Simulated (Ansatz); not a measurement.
La3Tl (Cu3Au type, Pm-3m) at seven volumes, plane-wave PAW r²SCAN (Ansatz code), scaled uniformly. One row is withheld.

```
V (Å³/atom)  P (GPa)
-----------  -------
29.624          4.56
30.600          2.80
31.577          1.30
32.553          0.01
33.530         -1.10
34.507             ?
35.483         -2.87
```

Question: Fit the shown pressures and predict the withheld one.

Answer: P = (3/2)B₀(x^(7/2) − x^(5/2))[1 + (3/4)(B′ − 4)(x − 1)] with x = (V₀/V)^(2/3). Least squares on the six rows gives V₀ = 32.560 Å³/atom, B₀ = 39.8 GPa, B′ = 4.08. At V = 34.507, x = 0.9620 and P = -2.05 GPa. The run itself gave -2.05 GPa.

The workflow started from an entry of the Crystallography Open Database (COD). Whether it is the stable phase at ambient conditions was not checked. Symmetry was held in the r²SCAN relaxation; its stability against distortions is not shown here. Scalar-relativistic: spin–orbit coupling is off unless named, which matters more the heavier the elements.

Potentials: the later of the program's two PAW sets.
